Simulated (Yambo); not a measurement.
G0W0@PBEsol for HgS (wurtzite, space group P6_3mc, No. 186) in Yambo. Reference settings: 3×3×2 Γ-centred k mesh, bands 17 to 316 and a 7 Ry block in the screening, 316 bands in G with the Bruneval-Gonze terminator, plasmon pole fitted at 27.2 eV. The PBEsol gap Γ → Γ on this mesh is 0.08 eV; G0W0 gaps are taken between the same points.

The settings were changed. The gap went from 0.14 eV to 0.15 eV, and the shift of the valence edge from -0.39 eV to -0.28 eV.

Question: Name the change that produced these shifts.
A. no random integration
B. 210 bands in G
C. 3×3×1 mesh
D. 2 Ry block

Answer: C, 3×3×1 mesh. The others gave (gap, valence shift): 210 bands in G: 0.14, -0.38 eV; no random integration: 0.14, -0.19 eV; 2 Ry block: 0.13, -0.04 eV.

Spin-orbit coupling is included.

Geometry relaxed with PBEsol; primitive cell a = 4.156 Å, b = 4.156 Å, c = 6.777 Å, α = 90.00°, β = 90.00°, γ = 120.00°.

This is not the ordinary phase of the substance; no match was found in the copy of COD used, and its stability was not checked.

A shift is the quasiparticle energy of the state minus its PBEsol energy.
